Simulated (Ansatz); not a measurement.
Ansatz (a quantum-chemistry and plane-wave program) input:

Ansatz 0.2 input:
```yaml
crystal:
  lattice:
    - [3.460653692, 0.0, 0.0]
    - [0.0, 3.460653692, 0.0]
    - [0.0, 0.0, 3.460653692]
  atoms:
    - { symbol: Na, position: [0.0, 0.0, 0.0] }
    - { symbol: Cl, position: [0.5, 0.5, 0.5] }
kpoints:
  mp_grid: { grid: [8, 8, 8] }
hamiltonian:
  xc: r2scan
  pseudopotentials: { kind: paw }
scf:
  occupations: { method: fixed }
phonons:
  method: dfpt
  response_accuracy: low
  eigenvectors: true
  rigid_motions: translations
  dielectric: true
  raman: true
```

Output (shortened):

```
Pseudopotential: Na, paw, valence charge 9
Pseudopotential: Cl, paw, valence charge 7
Functional definition: r2SCAN
Crystal: 2 atoms, lattice volume = 41.445 Å³
Basis set: ecut = 500 eV, 1021 PW (Γ), exchange–correlation on 270×270×270 points (1000 copies of the dense FFT grid, shifted against one another)
Bands: 12, of which v1, the nominal top of the filled ones, is band 8 counted from 1 (7 counted from 0)
Symmetry: 48 space group operations
k-points: 75 of 512 (irreducible under 8 space group operations, time reversal used)
SCF iter   1: F=—  HF=-2575.996621 eV  |F-HF|=—  |Δ(HF+E_count)|=         —  Δρ=7.23e-3  dr2=9.76e-3  dr2_τ=1.92e-3  ethr=1.77e-3  ⟨swp⟩=5.0  Hψ=4668  notcnv=0  defer=125
preconditioner: auto → none
SCF iter   2: F=—  HF=-2576.007614 eV  |F-HF|=—  |Δ(HF+E_count)|=   1.10e-2  Δρ=2.14e-3  dr2=9.99e-4  dr2_τ=2.12e-4  ethr=6.10e-5  ⟨swp⟩=2.0  Hψ=2266  notcnv=0  defer=137
SCF iter   3: F=—  HF=-2576.007707 eV  |F-HF|=—  |Δ(HF+E_count)|=   9.29e-5  Δρ=6.31e-4  dr2=1.17e-4  dr2_τ=2.08e-5  ethr=6.24e-6  ⟨swp⟩=3.0  Hψ=1661  notcnv=0  defer=139
SCF iter   4: F=—  HF=-2576.007713 eV  |F-HF|=—  |Δ(HF+E_count)|=   5.82e-6  Δρ=2.60e-4  dr2=1.16e-5  dr2_τ=1.45e-6  ethr=7.29e-7  ⟨swp⟩=2.1  Hψ=1091  notcnv=0  defer=90
SCF iter   5: F=—  HF=-2576.007720 eV  |F-HF|=—  |Δ(HF+E_count)|=   6.96e-6  Δρ=1.52e-5  dr2=6.25e-8  dr2_τ=1.18e-8  ethr=7.24e-8  ⟨swp⟩=3.0  Hψ=1496  notcnv=0  defer=2
SCF iter   6: F=—  HF=-2576.007721 eV  |F-HF|=—  |Δ(HF+E_count)|=   1.12e-6  Δρ=3.52e-6  dr2=7.55e-9  dr2_τ=3.95e-10  ethr=3.91e-10  ⟨swp⟩=2.1  Hψ=1232  notcnv=0
SCF iter   7: F=—  HF=-2576.007721 eV  |F-HF|=—  |Δ(HF+E_count)|=   2.30e-9  Δρ=7.53e-7  dr2=3.40e-10  dr2_τ=6.27e-12  ethr=4.72e-11  ⟨swp⟩=2.1  Hψ=1118  notcnv=0
SCF iter   8: F=-2576.007721 eV  HF=-2576.007721 eV  |F-HF|=1.82e-12  |Δ(HF+E_count)|=  9.50e-11  Δρ=6.50e-8  dr2=2.76e-12  dr2_τ=5.59e-14  ethr=1.00e-12  ⟨swp⟩=7.1  Hψ=4685  notcnv=0
SCF 1 converged in 8 iterations: F = -2576.007721 eV  dr2 = 2.76e-12
DFPT response loops at Γ: preconditioner auto → none (the input reference at scf.mixing.eps_inf says where Resta's filter doesn't serve); β = 0.50 …
── the response to a field inside a basis, on 8×8×8 k-points: an SCF that follows is theirs, and a resumed run solves both again ──
Crystal: 2 atoms, lattice volume = 41.445 Å³
Bands: 9, of which v1, the nominal top of the filled ones, is band 8 counted from 1 (7 counted from 0)
k-points: 20 of 512
SCF iter   1: F=—  HF=-2576.005572 eV  |F-HF|=—  |Δ(HF+E_count)|=         —  Δρ=1.89e-4  dr2=1.96e-6  dr2_τ=5.79e-6  ethr=1.00e-1
preconditioner: auto → none
SCF iter   2: F=—  HF=-2576.005578 eV  |F-HF|=—  |Δ(HF+E_count)|=   6.09e-6  Δρ=9.47e-5  dr2=4.72e-7  dr2_τ=5.00e-7  ethr=1.22e-8
SCF iter   3: F=—  HF=-2576.005581 eV  |F-HF|=—  |Δ(HF+E_count)|=   2.26e-6  Δρ=1.11e-5  dr2=1.40e-8  dr2_τ=8.56e-9  ethr=2.95e-9
SCF iter   4: F=—  HF=-2576.005581 eV  |F-HF|=—  |Δ(HF+E_count)|=   3.44e-8  Δρ=1.20e-6  dr2=4.08e-10  dr2_τ=1.43e-10  ethr=8.76e-11
SCF iter   5: F=-2576.005581 eV  HF=-2576.005581 eV  |F-HF|=3.41e-11  |Δ(HF+E_count)|=   9.07e-9  Δρ=4.30e-7  dr2=3.09e-11  dr2_τ=5.45e-12  ethr=2.55e-12
SCF 1 converged in 5 iterations: F = -2576.005581 eV  dr2 = 3.09e-11
DFPT response loops at Γ: mixed as the last ones told, above
DFPT response loops at Γ: mixed as the last ones told, above
SCF converged after 8 iterations
Free energy (F): -2576.007721 eV
Harris-Foulkes:  -2576.007721 eV  (|F-HF|=1.82e-12)
Internal energy: -2576.007721 eV  (E = F + TS)
E sigma→0 (E₀):  -2576.007721 eV
Fermi energy:    2.285501 eV
--- Per-component energies (eV) ---
  E_band       = -240.269646
  E_kinetic    = 282.867790
  E_local      = -1458.378718  (includes V_loc(G=0)·N_el)
  E_nonlocal   = 144.103386
  E_hartree    = 509.337724
  E_xc         = -141.842547
  E_vxc        = -191.391942  (∫ρ·V_xc dr)
  E_paw        = -934.330293  (= ΣΔE_a)
  E_vpaw       = -48.307345  (= ΣTr[D̂ρ^β])
  E_aug_tail   = 0.000040  (compensation charges beyond the density's cutoff)
  E_vtau       = 12.161716  (kinetic-family band-sum trace: ∫τ·v_τ [+ j·A + Jᵃ·Aᵃ] dr)
  E_ewald      = -977.602430
  E_core_change = -0.162674  (= ΣΔE_core)
  E_smearing   =  0.000000  (= −TS)
  E_closure    =  0.000000  (closes the sum)
  Σ components = -2576.007721   (vs F -2576.007721, Δ=0.00e0)
  [band-id]    e_kinetic+e_local+e_nonlocal+2·e_hartree+e_vxc+e_vpaw+e_augmentation_tail+e_vtau = -240.269624   (vs E_band -240.269646, Δ=2.15e-5)
--- Band table (eV; the first three rows and the last of 75) ---
  k-point 0: bands = ["-50.0216", "-20.4153", "-20.4153", "-20.4153", "-11.8019", "1.7485", "1.7485", "1.7485", "7.1981", "11.4196", "11.4196", "18.7466"]
  k-point 1: bands = ["-50.0214", "-20.4218", "-20.4147", "-20.4147", "-11.7471", "1.2426", "1.7840", "1.7840", "7.6475", "11.5972", "11.8116", "17.4988"]
  k-point 2: bands = ["-50.0209", "-20.4376", "-20.4132", "-20.4132", "-11.6097", "0.2595", "1.8721", "1.8721", "8.5603", "12.1133", "12.5035", "16.1145"]
  k-point 74: bands = ["-50.0170", "-20.4431", "-20.4431", "-20.4431", "-10.7872", "0.2775", "0.2775", "0.2775", "9.9872", "9.9872", "9.9872", "15.5027"]
--- Phonons (Γ-DFPT): 2 representative perturbations + reference, on 75 of 512 k-points (Σ response iterations 10) ---
  ASR residual: 5.448e-5 → 0.000e0 eV/Å²; symmetrization residual: 4.682e-5 eV/Å²
  ASR residual per site (eV/Å²): 5.45e-5 9.96e-6
  Γ frequencies (cm⁻¹): 0.00 0.00 0.00 97.30 97.30 97.30
  ε∞ (high-frequency dielectric tensor):
        2.582634     0.000000     0.000000
        0.000000     2.582634     0.000000
        0.000000     0.000000     2.582634
  ε⁰ (static dielectric tensor: ions relaxed, cell fixed):
       14.763831     0.000000     0.000000
        0.000000    14.763831     0.000000
        0.000000     0.000000    14.763831
  ε⁰ − ε∞ (ionic part):
       12.181197     0.000000     0.000000
        0.000000    12.181197     0.000000
        0.000000     0.000000    12.181197
  softest optical mode at Γ: 97.30 cm⁻¹; the repairs (sum rule, projections) moved no ω² at Γ by more than (1.99 cm⁻¹)²
  Born effective charges Z* (e; rows j = field, columns β = displacement):
    site 0:
         1.16381    0.00000    0.00000
         0.00000    1.16381    0.00000
         0.00000    0.00000    1.16381
    site 1:
        -1.16381    0.00000    0.00000
         0.00000   -1.16381    0.00000
         0.00000    0.00000   -1.16381
  Z* charge neutrality: 7.353e-4 e pre-enforcement
  solved inside a basis spanned on kpoints, on 8×8×8 k-points: ε∞ is read to err by 5.9e-3, Z* by 9.9e-3 e (field_mesh: kpoints solves on kpoints) …
  Raman tensors (in the event stream and the table raman_tensors.tsv) …
  optical modes at Γ without the LO–TO term, one row a degenerate level:
      ω (cm⁻¹)  modes    IR ((D/Å)²/amu)  static Raman (Å⁴/amu)  depolarisation
         97.30      3             6.7221                 0.0000               —
  optical modes at Γ + LO–TO along q̂ = [1.0000, 0.0000, 0.0000]:
      ω (cm⁻¹)  modes    IR ((D/Å)²/amu)  static Raman (Å⁴/amu)  depolarisation
         97.30      2             4.4814                 0.0000               —
        232.63      1             2.2407                 0.0000               —
  optical modes at Γ + LO–TO along q̂ = [0.0000, 1.0000, 0.0000]:
      ω (cm⁻¹)  modes    IR ((D/Å)²/amu)  static Raman (Å⁴/amu)  depolarisation
         97.30      2             4.4814                 0.0000               —
        232.63      1             2.2407                 0.0000               —
  optical modes at Γ + LO–TO along q̂ = [0.0000, 0.0000, 1.0000]:
      ω (cm⁻¹)  modes    IR ((D/Å)²/amu)  static Raman (Å⁴/amu)  depolarisation
         97.30      2             4.4814                 0.0000               —
        232.63      1             2.2407                 0.0000               —
```

Cost: very roughly 17 core-minutes on shared cores.

Space group Pm-3m (CsCl type). This is a known high-pressure phase of the composition, computed here at zero pressure and temperature. The cell was relaxed with r²SCAN under the symmetry of its start. At this level the phase is dynamically unstable (imaginary phonons).

Potentials: the later of the program's two PAW sets.

Ansatz is a plane-wave DFT program.
